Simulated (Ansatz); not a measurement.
TaSnO3:
```cif
data_O3SnTa
_chemical_formula_sum 'Sn1 Ta1 O3'
_space_group_name_H-M_alt 'Pm-3m'
_space_group_IT_number 221
_space_group_name_Hall '-P 4 2 3'
_cell_length_a 3.99483
_cell_length_b 3.99483
_cell_length_c 3.99483
_cell_angle_alpha 90.000
_cell_angle_beta 90.000
_cell_angle_gamma 90.000
loop_
_atom_site_label
_atom_site_type_symbol
_atom_site_symmetry_multiplicity
_atom_site_Wyckoff_symbol
_atom_site_fract_x
_atom_site_fract_y
_atom_site_fract_z
_atom_site_occupancy
Sn1 Sn 1 a 0.00000 0.00000 0.00000 1
Ta1 Ta 1 b 0.50000 0.50000 0.50000 1
O1 O 3 c 0.00000 0.50000 0.50000 1
```

This is the LDA-relaxed structure.

Question: All from DFT-LDA in the program Ansatz with PAW potentials, unless another level is named. Predict the highest zone-centre frequency.

Answer: 581 cm⁻¹.

Question: And the bulk modulus (Birch–Murnaghan fit)?

Answer: 2200 kbar.

The workflow started from an entry of the Crystallography Open Database (COD). Its standing as an ambient phase is unchecked. Symmetry was held in the LDA relaxation; of distortions, only those at the zone centre were tested, and some modes there are weakly imaginary. No spin polarisation was allowed. With an odd number of electrons in the cell and no spin polarisation, the count alone makes it a metal. As this level gives no gap, phonon frequencies hold no LO–TO term and depend on the k-mesh and smearing (Fermi–Dirac, 0.1 eV here). Spin–orbit coupling is left out wherever it is not named.

Potentials: the later of the program's two PAW sets.
